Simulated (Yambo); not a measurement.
Here is the system:

```xyz
2
Lattice="0.0000 3.5020 3.5020 3.5020 0.0000 3.5020 3.5020 3.5020 0.0000" Properties=species:S:1:pos:R:3 pbc="T T T"
K      0.0000     0.0000     0.0000
I      3.5020     3.5020     3.5020
```

Workflow: PBEsol (Quantum ESPRESSO, PseudoDojo norm-conserving, 74 Ry, with spin-orbit coupling), then G0W0 in Yambo (4×4×4 Γ-centred k mesh, 176 bands and a 6 Ry block in the screening, 176 bands in G with the Bruneval-Gonze terminator, plasmon pole fitted at 27.2 eV).

Task: Give the PBEsol and G0W0 gaps between the band edges found on this mesh, and say where the edges lie.

Result: Edges: Γ → Γ. PBEsol: 3.54 eV; G0W0: 5.69 eV. Nearest settings tried, and what they do to the gap: 110 bands in G: -0 meV; 80 bands in W: -37 meV; 3 Ry block (65 vectors against 169): -213 meV; 2×2×2 mesh: -128 meV. So the settings aren't converged at that level. 

Geometry relaxed with PBEsol.
